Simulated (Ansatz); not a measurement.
The cell is the one relaxed in the Materials Project (mp-2845), not relaxed further here; entries there can be hypothetical.

Input and log of a run on SbPt: DFT, LDA, all-electron PAW with datasets made for the crystal, scalar-relativistic (Ansatz 0.2.0).

Command: `ansatz run input.yaml --threads 1 --pin off --max-ram 4096MiB --backend cpu --events-out ev --progress --plain --runs-dir out` The run took 30 s on 1 thread of Intel(R) Xeon(R) Platinum 8488C (Sapphire Rapids) (shared host).

```yaml
crystal:
  lattice:
    - [4.1774426617, 0.0, 0.0]
    - [-2.0887213308, 3.6177714679, 0.0]
    - [0.0, 0.0, 5.5392039]
  atoms:
    - { symbol: Sb, position: [0.6666666667, 0.3333333333, 0.75] }
    - { symbol: Sb, position: [0.3333333333, 0.6666666667, 0.25] }
    - { symbol: Pt, position: [0.0, 0.0, 0.5] }
    - { symbol: Pt, position: [0.0, 0.0, 0.0] }
kpoints:
  mp_grid: { grid: [9, 9, 6] }
  band_path:
    path:
      - [0.0, 0.0, 0.0]
      - [0.5, 0.0, 0.0]
      - [0.3333333333, 0.3333333333, 0.0]
      - [0.0, 0.0, 0.0]
      - [0.0, 0.0, 0.5]
      - [0.5, 0.0, 0.5]
      - [0.3333333333, 0.3333333333, 0.5]
      - [0.0, 0.0, 0.5]
      - [0.5, 0.0, 0.5]
    npoints: 8
scf:
  occupations: { method: fermi_dirac, width: 0.05 }
hamiltonian:
  xc: lda
  pseudopotentials: { kind: all_electron, datasets: crystal }
output:
  forces: true
  stress: true
  eigenvalues: true
  efg: { contact_densities: true }
```

Output:

```
hamiltonian.pseudopotentials.datasets: crystal makes datasets for this crystal and solves the spheres of its atoms anew in each pass: cutoff 260.0 eV, the density's 1040.0 eV; for an error of 0.50 meV an atom under PBE, 2.0 meV for the cell; an energy difference from a run of another recipe may be off by several times the error for the cell, under r2SCAN by more, where some 0.1 meV an atom stays at smaller errors; Sb in spheres of 1.376 Å, 5 of its electrons in bands, 10 on its site; Pt in spheres of 1.376 Å, 10 of its electrons in bands, 8 on its site; only band paths and densities of states list, in semicore columns, the levels of the semicore shells that are solved separately: 4d of Sb, 5s of Pt, 5p of Pt
band count auto-derived: 21 (N_el = 30.0; filled up to band 15; 19 by the electrons, moments and atoms)
Sb, Pt: output.efg is read without spin–orbit coupling, which moves field gradients at and beside such atoms by some per cent and up to a factor of two; PAW files take it under magnetization.noncollinear and magnetization.spin_orbit
Engine: ansatz 0.2.0
Pseudopotentials: kind: all_electron
Pseudopotential: Sb, paw, valence charge 15, recommended cutoff 260 eV (normal), Koelling and Harmon's equation, gaussian nucleus
Pseudopotential: Pt, paw, valence charge 18, recommended cutoff 260 eV (normal), Koelling and Harmon's equation, gaussian nucleus
Functional definition: SPW92
  exchange = slater_x
  correlation = pw_c
Crystal: 4 atoms, lattice volume = 83.714 Å³
Basis set: ecut = 260 eV, 783 PW (Γ)
Bands: 21, of which v1, the nominal top of the filled ones, is band 15 counted from 1 (14 counted from 0)
Symmetry: 24 space group operations
Space group: P63/mmc (ITA 194), of the structure as read, at distance tolerance 4.4e-5 Å
k-points: 48 of 486
Non-local potential: Sb, projectors of the file, l = 0: 1, l = 1: 1
Non-local potential: Pt, projectors of the file, l = 0: 1, l = 1: 1, l = 2: 2
PAW form: soft (Blöchl's): semilocal exchange-correlation on the pseudo side does not see the compensation charge
PAW one-centre angular grid: Sb, 110 points (default); XC on its mesh's 1863 points in the sphere
PAW one-centre angular grid: Pt, 590 points (default); XC on its mesh's 1817 points in the sphere
Initial density: superposition of atomic densities (neutral atoms: chi_scale 0, normalization atom)
Initial wavefunctions: pseudopotential atomic-orbital guess
Functional: x = slater, c = lda
iter 1 solved again at ethr=1.93e-2 eV; its pass at ethr=1.00e-1 eV (dr2=5.78e0 eV) is discarded
SCF iter   1: F=—  HF=-1353800.846529 eV  |F-HF|=—  |Δ(HF+E_count)|=         —  Δρ=6.88e-2  dr2=3.95e0  ethr=1.93e-2  ⟨swp⟩=3.1  Hψ=6441  notcnv=0
preconditioner: auto → Kerker (q_TF=auto, 2.299 Å⁻¹)  [metal: Δε(μ)=0.067 eV  Ē_g=7.787 eV  σ=0.050 eV  W_gap=0.31  n_scr=22 (ndim 8)  ℏωp=22.2 eV  f_vac=0.000  D(μ)=1.80/eV (n_scr^D=8)]
SCF iter   2: F=—  HF=-1353800.178936 eV  |F-HF|=—  |Δ(HF+E_count)|=   6.68e-1  Δρ=2.80e-2  dr2=5.90e-1  ethr=1.32e-2  ⟨swp⟩=2.6  Hψ=2047  notcnv=0
SCF iter   3: F=—  HF=-1353799.941395 eV  |F-HF|=—  |Δ(HF+E_count)|=   2.38e-1  Δρ=7.35e-3  dr2=8.61e-2  ethr=1.97e-3  ⟨swp⟩=3.2  Hψ=2401  notcnv=0  defer=1
iter 4 solved again at ethr=2.49e-5 eV; its pass at ethr=2.87e-4 eV (dr2=7.48e-3 eV) is discarded
SCF iter   4: F=—  HF=-1353799.952900 eV  |F-HF|=—  |Δ(HF+E_count)|=   1.15e-2  Δρ=2.15e-3  dr2=7.43e-3  ethr=2.49e-5  ⟨swp⟩=2.0  Hψ=5212  notcnv=0
SCF iter   5: F=—  HF=-1353799.951044 eV  |F-HF|=—  |Δ(HF+E_count)|=   1.86e-3  Δρ=1.12e-3  dr2=1.16e-3  ethr=2.48e-5  ⟨swp⟩=2.1  Hψ=1750  notcnv=0  defer=1
SCF iter   6: F=—  HF=-1353799.950794 eV  |F-HF|=—  |Δ(HF+E_count)|=   2.49e-4  Δρ=3.38e-4  dr2=1.90e-4  ethr=3.85e-6  ⟨swp⟩=2.6  Hψ=1799  notcnv=0
SCF iter   7: F=—  HF=-1353799.950763 eV  |F-HF|=—  |Δ(HF+E_count)|=   3.11e-5  Δρ=1.18e-4  dr2=2.28e-5  ethr=6.34e-7  ⟨swp⟩=2.2  Hψ=1755  notcnv=0
SCF iter   8: F=—  HF=-1353799.950762 eV  |F-HF|=—  |Δ(HF+E_count)|=   1.37e-6  Δρ=4.57e-5  dr2=3.06e-6  ethr=7.60e-8  ⟨swp⟩=2.3  Hψ=1763  notcnv=0
SCF iter   9: F=—  HF=-1353799.950762 eV  |F-HF|=—  |Δ(HF+E_count)|=   2.01e-7  Δρ=2.61e-5  dr2=8.18e-7  ethr=1.02e-8  ⟨swp⟩=3.0  Hψ=2221  notcnv=0
SCF iter  10: F=-1353799.950761 eV  HF=-1353799.950762 eV  |F-HF|=7.92e-8  |Δ(HF+E_count)|=   1.36e-7  Δρ=8.64e-6  dr2=9.49e-8  ethr=2.73e-9  ⟨swp⟩=2.0  Hψ=1749  notcnv=0
SCF 1 converged in 10 iterations: F = -1353799.950762 eV  dr2 = 9.49e-8
  Residual-converged pass: ⟨swp⟩=3.4  Hψ=2458  notcnv=0  max |occ|·‖R‖ = 6.6e-6 eV (tolerance 6.7e-6 eV)  dr2=8.93e-8  dr2_onsite=3.81e-8  max |Δocc| = 2.4e-9
  greatest PAW one-centre occupation: 0.835 electrons in one spin orbital (limit 2), on the Pt atom at site 3 (counted from 0), in its partial waves of l = 2
NSCF: frozen V_eff on 65 k-points
SCF converged after 10 iterations
Free energy (F): -1353799.950762 eV
Harris-Foulkes:  -1353799.950762 eV  (|F-HF|=7.92e-8)
Internal energy: -1353799.937005 eV  (E = F + TS)
E sigma→0 (E₀):  -1353799.943883 eV
Entropy (-TS):   -0.013757 eV (-3.439 meV/atom)
Past the cutoff: the bands carry plane waves up to 1.75 times it, of which those up to 1.5 times it add -0.000341 eV an atom, each by itself; the spheres take 0.000301 eV an atom off the energy for waves past 1.75 times it
By the cutoff:   a pressure is off by up to 0.007 GPa (1.2 times the spheres' own share and the shells' term, over an atom's volume, and 0.004 GPa: a bound that held against runs at twice the plane waves)
Past the cutoffs: a stress includes 0.0017 GPa for waves and charges beyond them, in addition to the slope of what the spheres take
In the spheres:  the bands' charges fall short by 5.2e-7 e at most (sound up to 1e-3), those of shells solved beside the bands by 7.3e-7 e (sound up to 5e-4)
Fermi energy:    19.535786 eV
--- Per-component energies (eV) ---
  The terms above E_closure are by the made datasets' own strengths, without shells solved beside the bands.
--- Forces (eV/Å), atoms counted from 1 ---
  atom   1  Sb     0.00000000     0.00000000    -0.00000000
  atom   2  Sb    -0.00000000    -0.00000000     0.00000000
  atom   3  Pt     0.00000000     0.00000000     0.00000000
  atom   4  Pt     0.00000000     0.00000000     0.00000000
  max |Σ_I F_I| component: 2.20e-29 eV/Å
--- Stress (GPa, compression-positive) ---
       -4.474066       0.000000      -0.000000
       -0.000000      -4.474066      -0.000000
       -0.000000      -0.000000      -5.998210
  P = ⅓ Tr σ = -4.9821 GPa (-49.821 kbar)
  It holds what live shells' own plane waves past their cutoff add
--- PAW observables at the nuclei: V_zz in 10²¹ V/m², potentials from the cell's mean, atoms counted from 1 ---
  atom   1  Sb V_zz =    +0.769819   η = 0.0000   by run symmetry: allowed
            electrostatic potential = -8412.373086 V   contact ρ = 1344602.368032 e/Å³
  atom   2  Sb V_zz =    +0.769819   η = 0.0000   by run symmetry: allowed
            electrostatic potential = -8412.373086 V   contact ρ = 1344602.368032 e/Å³
  atom   3  Pt V_zz =    -5.411713   η = 0.0000   by run symmetry: allowed
            electrostatic potential = -16113.707053 V   contact ρ = 12031236.951265 e/Å³
  atom   4  Pt V_zz =    -5.411713   η = 0.0000   by run symmetry: allowed
            electrostatic potential = -16113.707053 V   contact ρ = 12031236.951265 e/Å³
--- Band table (eV; the first three rows and the last of 48) ---
  k-point 0: bands = ["6.8977", "10.5776", "12.8203", "13.8160", "13.8160", "13.9059", "15.3387", "15.3387", "16.1518", "16.1518", "17.5119", "17.5119", "19.5143", "19.5143", "20.2784", "21.8142", "22.0341", "22.9058", "23.0669"]
  k-point 1: bands = ["7.0386", "9.9739", "13.5242", "13.9307", "13.9307", "14.1061", "15.4317", "15.4317", "15.9343", "15.9343", "17.1794", "17.1794", "19.5574", "19.9988", "19.9988", "20.8026", "22.6222", "22.9462", "22.9462"]
  k-point 2: bands = ["7.4534", "8.9938", "14.2643", "14.2643", "14.6405", "14.6725", "15.3957", "15.3957", "15.7002", "15.7002", "16.6256", "16.6256", "18.4764", "19.3681", "20.9296", "20.9296", "22.5521", "22.5521", "23.6522"]
  k-point 47: bands = ["9.4845", "9.4845", "13.8560", "13.8560", "13.8706", "13.8706", "15.1382", "15.1382", "16.0622", "16.0622", "16.2823", "16.2823", "17.4692", "17.4692", "17.9056", "17.9056", "23.6541", "23.6541", "25.0374"]
```
